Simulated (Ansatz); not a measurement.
BP:
```
BP
1.0
    3.24060     0.00000     0.00000
   -1.62030     2.80645     0.00000
    0.00000     0.00000     6.90084
B P
3 3
Direct
  0.50000   0.00000   0.50000
  0.00000   0.50000   0.16667
  0.50000   0.50000   0.83333
  0.50000   0.00000   0.00000
  0.00000   0.50000   0.66667
  0.50000   0.50000   0.33333
```

Relaxed with LDA.

Problem. Decompose the optical modes at the zone centre into irreducible representations, and say which are infrared and Raman allowed.

Solution. Point group 622: Γ_opt = A2 + 2B1 + 2B2 + 3E1 + 2E2. Infrared: A2, E1. Raman: E1, E2.

Problem. Assign frequencies (DFPT, DFT-LDA in the program Ansatz with PAW potentials).

Solution. B2 272, E1 280, B1 303, E2 431, B1 479, E1 591, E2 712, A2 729, E1 765, B2 783 cm⁻¹.

Subscripts of B labels follow the axes of the standard setting.

Space group P6_222. The start of the workflow was typed in or built on a structure type; neither database checked (COD, Materials Project) lists it. It is not the phase usual at ambient conditions (space group No. 216). The cell was relaxed with LDA under the symmetry of its start; its stability against distortions is not shown here. As this level gives no gap, phonon frequencies hold no LO–TO term and depend on the k-mesh and smearing (Fermi–Dirac, 0.1 eV here).

Potentials: the earlier of the program's two PAW sets. The files were generated under PBE; for other functionals the program regenerates the frozen cores, and for LDA and PBEsol the local potential too.
